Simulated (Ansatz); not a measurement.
MnGe (L1₀ or tetragonal B2, P4/mmm) under volume change, the program Ansatz at the PBE level (PAW), shape and atoms relaxed at each volume.

| V (Å³/atom) | E − E(relaxed) (meV/atom) | P (GPa) |
|---|---|---|
| 12.640 | 22.1 | 6.35 |
| 13.056 | … | … |
| 13.473 | … | … |
| 13.890 | 0.0 | 0.06 |
| 14.306 | 2.0 | -1.75 |
| 14.723 | 9.1 | -3.61 |
| 15.140 | 20.6 | -5.23 |

**Question.** Complete the blanks.

**Answer.** 
- 13.056, E − E(relaxed) (meV/atom): 9.5
- 13.056, P (GPa): 3.73
- 13.473, E − E(relaxed) (meV/atom): 2.3
- 13.473, P (GPa): 1.79

**Question.** What does a third-order Birch–Murnaghan fit give for V₀, B₀ and B′?

**Answer.** V₀ = 13.87 Å³/atom, B₀ = 63.1 GPa, B′ = 1.4.

The cell is a constructed one: a structure type filled with these elements; neither database checked (COD, Materials Project) lists it. Whether it is the stable phase at ambient conditions was not checked. Symmetry was held in the PBE relaxation, as lowered by the spin order; its stability against distortions is not shown here. The final state is antiferromagnetic, chosen from 4 collinear starts compared on coarse meshes (ties went to the first, and starts can fall back to one state), not a proven ground state.

Potentials: the later of the program's two PAW sets.
